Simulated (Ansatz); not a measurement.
Mo$_{3}$Te$_{4}$ (space group R-3)

```
Mo3Te4
1.0
    5.05309     2.91740     3.90901
   -5.05309     2.91740     3.90901
    0.00000    -5.83480     3.90901
Te Mo
8 6
Direct
  0.28926   0.28926   0.28926
  0.71074   0.71074   0.71074
  0.87913   0.61752   0.24755
  0.12087   0.38248   0.75245
  0.24755   0.87913   0.61752
  0.75245   0.12087   0.38248
  0.61752   0.24755   0.87913
  0.38248   0.75245   0.12087
  0.95422   0.25792   0.08050
  0.04578   0.74208   0.91950
  0.08050   0.95422   0.25792
  0.91950   0.04578   0.74208
  0.25792   0.08050   0.95422
  0.74208   0.91950   0.04578
```

The slice is a (-1 0 1 2) plane (indices of the conventional cell) through the point (0.752, 0.121, 0.383) (fractional), spanned by u = [100] and v = [0 1 -1] in vectors of this cell: u (7.02 Å) and v (10.11 Å, at 90° to u). It covers one period; positions are fractions (u, v).

These are PBEsol (plane waves to 420 eV, PAW, scalar-relativistic; Ansatz, an electronic-structure program) values and carry that method's errors. k mesh 6×6×6. Inside the PAW spheres the values are not all-electron values, and peaks at nuclei hang on which shells count as valence. At this level the bands of Mo3Te4 touch or barely overlap. Mo3Te4 is run without spin polarisation. Mo3Te4 was relaxed with its symmetry unable to fall. Spin-orbit coupling is left out, though Te is heavy.

Three fields on this plane, each scaled to ten steps between its own extremes (0 low, 9 high; the total valence density on a logarithmic scale, the potential cut 8 eV below its top; x marks points blanked near nuclei; v = 0 in the bottom row):

Map A
```
|xxx754454431026xx|
|xx86545554310147x|
|77654567876310146|
|4554468xxxx630023|
|5555569xxxx841124|
|7765569xxxx852357|
|x975568xxxx74469x|
|xx865679xx75358xx|
|xx8777777642259xx|
|xx88xxx75310148xx|
|9878xxx742100358x|
|5557xxx6432101345|
|23357775432100012|
|12345554322100000|
|22344432111000011|
|34555432110000112|
|35688643332100012|
|358xx866676420012|
|369xx978xxx741002|
|467xx889xxxx62113|
|7776668xxxxx73246|
|xx865579xxxx6347x|
|xxx755679x96436xx|
|xxx754566653237xx|
```

Map B
```
|xxx841124320039xx|
|xx88422454200188x|
|88743478778610268|
|4321378xxxx950012|
|5321277xxxx970024|
|9731276xxxx861488|
|x774467xxxx94287x|
|xx863378xx86157xx|
|xx7421258751177xx|
|xx72xxx22200068xx|
|6852xxx211000387x|
|7632xxx1222100367|
|11111112222210011|
|00122222112200000|
|01233321000000000|
|12222210000000121|
|22112112232100122|
|112xx326878720011|
|113xx348xxx871000|
|432xx266xxxx92002|
|8852138xxxxx82158|
|xx864577xxxx7258x|
|xxx843587x78428xx|
|xxx741258885139xx|
```

Map C
```
|xxx266567899983xx|
|xx06776667899960x|
|13578762003799863|
|7666761xxxx289998|
|7655640xxxx079988|
|2455640xxxx068752|
|x036760xxxx07730x|
|xx066530xx05860xx|
|xx0300034578850xx|
|xx00xxx16899970xx|
|0030xxx069999850x|
|5650xxx1799999865|
|99850015899999999|
|99986667999999999|
|99888889999999999|
|98655689999999999|
|86100168888999999|
|840xx036423689999|
|830xx010xxx069999|
|740xx010xxxx38998|
|2222242xxxxx28863|
|xx057740xxxx4860x|
|xxx377520x01783xx|
|xxx066555457881xx|
```

Assign the maps to these fields: electron localisation function (ELF); valence electron density; electrostatic potential energy of an electron, from the cell's mean.

A is the valence electron density; B is the electron localisation function (ELF); C is the electrostatic potential energy of an electron, from the cell's mean.
